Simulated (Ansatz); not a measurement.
SnTe in space group P4_2/mmc (No. 131; Sn on 2c, Te on 2e) under volume change, DFT-PBE in the program Ansatz with PAW potentials, shape and atoms relaxed at each volume.

| V (Å³/atom) | E − E(relaxed) (meV/atom) | P (GPa) |
|---|---|---|
| 34.902 | 23.8 | 2.42 |
| 36.053 | 10.0 | 1.47 |
| 37.203 | 2.4 | 0.68 |
| 38.354 | 0.0 | 0.00 |
| 39.505 | 2.1 | -0.54 |
| 40.655 | 7.8 | -1.01 |
| 41.806 | 16.1 | -1.30 |

Q: What does a third-order Birch–Murnaghan fit give for V₀, B₀ and B′?

A: V₀ = 38.36 Å³/atom, B₀ = 19.7 GPa, B′ = 5.7.

A made-up cell: these elements were put on the sites of a structure type; neither database checked (COD, Materials Project) lists it. It is not the phase usual at ambient conditions (space group No. 225). Symmetry was held in the PBE relaxation; its stability against distortions is not shown here. Spin–orbit coupling is left out wherever it is not named.

Potentials: the later of the program's two PAW sets.
